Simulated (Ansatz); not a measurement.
Run times of several calculations on ZnS

Cell: 2 atoms, space group F-43m, a = 3.821 Å, b = 3.821 Å, c = 3.821 Å, α = 60.00°, β = 60.00°, γ = 60.00°.

All runs are DFT with Ansatz 0.2.0 on 1 thread of Arm Neoverse V2 (aarch64; 8 cores open to the job, memory cap 2.5 GiB, no GPU), a shared host.

Question: Rank the runs by wall time, shortest first.
A. core holes on 2 sites, PBE, 420 eV, 3×3×3 k-points, fixed occupations, 16 atoms
B. dielectric tensor by linear response, PBE, 420 eV, 9×9×9 k-points, fixed occupations
C. relaxation of the ions, PBE, 420 eV, 9×9×9 k-points, smearing 0.02 eV

Answer: C (3.3 s, 0.35 GiB), B (20 s, 0.45 GiB), A (40 s, 0.58 GiB).
